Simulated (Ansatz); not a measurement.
Here is the system:

LaZnSbO:
```xyz
8
Lattice="4.2279 0.0000 0.0000 0.0000 4.2279 0.0000 0.0000 0.0000 9.6020" Properties=species:S:1:pos:R:3 pbc="T T T"
La     0.0000     2.1140     8.4463
La     2.1140     0.0000     1.1557
Zn     0.0000     0.0000     4.8010
Zn     2.1140     2.1140     4.8010
Sb     2.1140     0.0000     6.5049
Sb     0.0000     2.1140     3.0971
O      2.1140     2.1140     0.0000
O      0.0000     0.0000     0.0000
```

This is the r²SCAN-relaxed structure. x, y and z are the axes in which the lattice vectors are written.

Problem. All from plane-wave PAW r²SCAN (Ansatz code), unless another level is named. Give the bulk modulus (Birch–Murnaghan fit).

Solution. 63.8 GPa.

Problem. What about the elastic constants (relaxed ions, GPa)?

Solution. C11 = 151, C12 = 32.1, C13 = 40.5, C33 = 84.4, C44 = -3.9, C66 = 35.3.

Problem. Predict the highest zone-centre frequency (without LO–TO term).

Solution. 11.69 THz.

Space group P4/nmm. The workflow started from a Materials Project entry (that database holds measured and hypothetical structures alike); the Crystallography Open Database copy checked does not list it. Whether it is the stable phase at ambient conditions was not checked. The cell was relaxed with r²SCAN under the symmetry of its start. At this level the phase is mechanically unstable. Spin–orbit coupling is left out wherever it is not named.

Potentials: the later of the program's two PAW sets.
